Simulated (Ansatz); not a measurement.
Clean, relaxed (111) slab of Os (Fm-3m (No. 225)), 4 planes, outer planes Os (top) and Os (bottom):

```
CELL_PARAMETERS angstrom
2.70138 0.00000 0.00000
-1.35069 2.33946 0.00000
0.00000 0.00000 23.61699
ATOMIC_POSITIONS crystal
Os 0.66667 0.33333 0.35991
Os 0.33333 0.66667 0.45330
Os 0.00000 0.00000 0.54762
Os 0.66667 0.33333 0.63723
```

Method: DFT PBEsol, scalar-relativistic, plane waves, PAW in Ansatz. Settings: cutoff 420 eV, Γ-centred mesh 12×12×1 on the computed 4-atom cell, Gaussian smearing of 0.10 eV; no spin polarisation. A dipole correction removes the field between periodic images along c.

Each adsorbate, one a 1×1 cell of 6.3 Å², is relaxed from two or three sites of the top face, and its lowest end is kept. E_ads counts from the clean slab and the free, spin-polarised adsorbate; heights from the highest slab atom; Δp along +c.

Problem. Order the adsorbates from strongest to weakest binding.
A. CH
B. C
C. N

Solution. A (-7.55 eV), B (-6.79 eV), C (-5.72 eV).

```csv
adsorbate,lowest E_ads (eV),bonded neighbours,height (Å),Δp (e·Å)
CH,-7.55,3,1.27,+0.075
C,-6.79,3,1.19,-0.015
N,-5.72,3,1.25,-0.078
```

Spin–orbit coupling is left out, which can shift energies with elements as heavy as these. Spin polarisation was left out, and a magnetic state may lie lower.

The reference crystal is the fcc form of Os, which isn't its usual structure.